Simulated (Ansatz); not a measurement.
# ZnO at 18 GPa (stress–strain coefficients): relaxed-ion elastic tensor

All numbers below come from Ansatz 0.2.0, DFT LDA, scalar-relativistic, plane waves, PAW. Plane waves to 420 eV; Γ-centred k mesh 12×12×6; fixed occupations. No spin polarisation.

The cell, relaxed at 18 GPa:
```xyz
4
Lattice="3.0898 0.0000 0.0000 -1.5449 2.6759 0.0000 0.0000 0.0000 5.0041" Properties=species:S:1:pos:R:3 pbc="T T T"
Zn    0.0000    1.7839    0.0110
Zn    1.5449    0.8920    2.5131
O     0.0000    1.7839    1.9011
O     1.5449    0.8920    4.4031
```

The real crystal has changed phase below this pressure. The bands were filled as in an insulator; under compression the gap may have closed between mesh points.

Q: Give the relaxed-ion elastic constants (GPa, Voigt order xx yy zz yz xz xy, on the axes of the cell above).

A:
```
270.9 224.4 213.6   0.0   0.0   0.0
224.4 270.9 213.6   0.0   0.0   0.0
213.5 213.5 291.1   0.0   0.0   0.0
  0.0   0.0   0.0  23.0   0.0   0.0
  0.0   0.0   0.0   0.0  23.0   0.0
  0.0   0.0   0.0   0.0   0.0  23.2
```

Q: Is the crystal stable against homogeneous strain?

A: Yes: the least eigenvalue of the tensor is 23.0 GPa.

Q: And the moduli of a polycrystal (Hill averages)?

A: B = 237 GPa, G = 25 GPa, E = 74 GPa, ν = 0.45.

Cost: 1 run of about 2.7 core-minutes, on AMD EPYC 9R45 (Zen 5) (shared hosts).